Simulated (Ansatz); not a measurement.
Ga:
```
CELL_PARAMETERS angstrom
      2.23692    -3.79861     0.00000
      2.23692     3.79861     0.00000
      0.00000     0.00000     4.52624
ATOMIC_POSITIONS crystal
  Ga 0.65600 0.34400 0.41535
  Ga 0.34400 0.65600 0.58465
  Ga 0.84400 0.15600 0.91535
  Ga 0.15600 0.84400 0.08465
```

Relaxed with r²SCAN. Special points in fractions of this cell's reciprocal vectors: Γ (0.000, 0.000, 0.000); Y (-0.500, 0.500, 0.000); C0 (-0.337, 0.663, 0.000); Σ0 (0.337, 0.337, 0.000); Z (0.000, 0.000, 0.500); A0 (0.337, 0.337, 0.500); E0 (-0.337, 0.663, 0.500); T (-0.500, 0.500, 0.500); S (0.000, 0.500, 0.000); R (0.000, 0.500, 0.500).

**Question.** List the band energies nearest the Fermi level at these points for r²SCAN (plane waves, PAW; program Ansatz).

**Answer.** In eV from the Fermi level; about four levels below and three above (degenerate sets whole), none deeper than 8.9 eV; points with the same levels are listed once.

| k | below | above |
|---|---|---|
| Γ | -4.04 -1.90 -1.55 -0.83 | 0.97 1.17 1.25 |
| Y | -4.19 -3.52 -1.85 -1.74 | 1.13 1.27 3.71 |
| C0 | -1.30 -1.24 -0.26 -0.02 | 1.13 2.14 3.11 |
| Z | -0.09 -0.09 -0.01 -0.01 | 0.17 0.17 2.21 2.21 |
| A0 | -6.34 -6.34 -3.84 -3.84 | 4.43 4.43 5.47 5.47 |
| T | -1.40 -1.40 -0.85 -0.85 | 7.08 7.08 8.53 8.53 |
| S | -3.57 -3.57 -1.60 -1.60 | 0.87 0.87 4.44 4.44 |
| R | -6.62 -6.62 -1.68 -1.68 | 0.74 0.74 7.69 7.69 |

Space group Cmce (α-Ga). Symmetry was held in the r²SCAN relaxation. Spin–orbit coupling is left out wherever it is not named.

Potentials: the earlier of the program's two PAW sets.
